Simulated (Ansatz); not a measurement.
# LiSiB₆ — electric field gradients

The cell is a computed structure from the Materials Project (it need not be an observed phase).

```cif
data_LiSiB6
_symmetry_space_group_name_H-M 'Cmce'
_symmetry_Int_Tables_number 64
_cell_length_a 6.1007
_cell_length_b 10.9753
_cell_length_c 8.4136
_cell_angle_alpha 90.000
_cell_angle_beta 90.000
_cell_angle_gamma 90.000
loop_
_atom_site_label
_atom_site_type_symbol
_atom_site_symmetry_multiplicity
_atom_site_Wyckoff_symbol
_atom_site_fract_x
_atom_site_fract_y
_atom_site_fract_z
Li Li 8 f 0.0000 0.1745 0.6599
Si Si 8 f 0.0000 0.8344 0.6203
B9 B 16 g 0.7346 0.9206 0.5316
B11 B 8 f 0.0000 0.6521 0.5561
B12 B 8 f 0.0000 0.3994 0.6507
B13 B 16 g 0.6592 0.0394 0.6656
```

One atom of each set is listed; the run and its k-mesh use a cell of 32 atoms with edges of 6.28, 6.28, 8.41 Å.

Computed with Ansatz: DFT, PBE, plane waves and PAW, scalar-relativistic, 420 eV cutoff, Γ-centred 6×6×4 k-points, Fermi–Dirac smearing 0.05 eV.

Conventions: |V_zz| ≥ |V_yy| ≥ |V_xx|, η = (V_xx − V_yy)/V_zz, C_Q = eQV_zz/h. ν_Q = 3|C_Q|/[2I(2I − 1)].

⁷Li: I = 3/2, Q = -40.10 mb; ¹⁰B: I = 3, Q = 84.59 mb. Nuclear quadrupole moments: year-2017 set (Pyykkö).

```
site  atoms                                                   first shell  C_Q (MHz)     η  ν_Q (MHz)
  Li      4                       9 B at 2.30–2.63 Å, 2 Si at 2.36–2.55 Å     -0.069  0.69      0.035
  B9      8  5 B at 1.76–1.82 Å, 1 Si at 2.02 Å; also 2 Li at 2.51–3.24 Å      -1.82  0.52      0.182
 B11      4  5 B at 1.80–1.83 Å, 1 Si at 2.07 Å; also 4 Li at 2.40–3.18 Å      -1.62  0.16      0.162
 B12      4       5 B at 1.76–1.83 Å, 1 Si at 2.05 Å; also 1 Li at 2.47 Å      -1.12  0.89      0.112
 B13      8                  6 B at 1.78–1.94 Å; also 2 Li at 2.30–2.55 Å      -2.08  0.24      0.208
```

At B9 V_zz points along its one bond to Si (within 7°).

Si has no stable isotope with a ground-state quadrupole moment in the table, so these sites are left out.

With these PAW files V_zz is typically within 2 to 3 % of all-electron values, but misses above 10 % occur on Li.
